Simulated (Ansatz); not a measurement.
Values for one crystal, relaxed and computed with the program Ansatz at the r²SCAN level (PAW); other levels are named.

Volume per atom: 20.97 Å³
Electronic character: metallic (no gap)
Bulk modulus (Birch–Murnaghan fit): 130 kbar
Zone-centre stability: no imaginary mode at Γ
Pressure derivative B′: 3.3
Highest zone-centre frequency: 283 cm⁻¹
Density of states at the Fermi level: 0.48 states/eV per atom (mean over ±0.08 eV)

Question: Which of these materials gives this?
A. Li, 9R (Sm type)
B. Al, P6_3/mmc (Al on 4f, Al on 2b, Al on 4f, Al on 2a)
C. Ag, 9R (Sm type)
D. Re, dhcp (α-La type)

Answer: A, Li, 9R (Sm type)

Space group R-3m (9R (Sm type)). The first step of the workflow began from a Materials Project structure, measured or hypothetical; the Crystallography Open Database files this formula in space group No. 166, but the cells were not matched. It is not the phase usual at ambient conditions (space group No. 229). Symmetry was held in the r²SCAN relaxation. As this level gives no gap, phonon frequencies hold no LO–TO term and depend on the k-mesh and smearing (Fermi–Dirac, 0.1 eV here).

Potentials: the earlier of the program's two PAW sets.
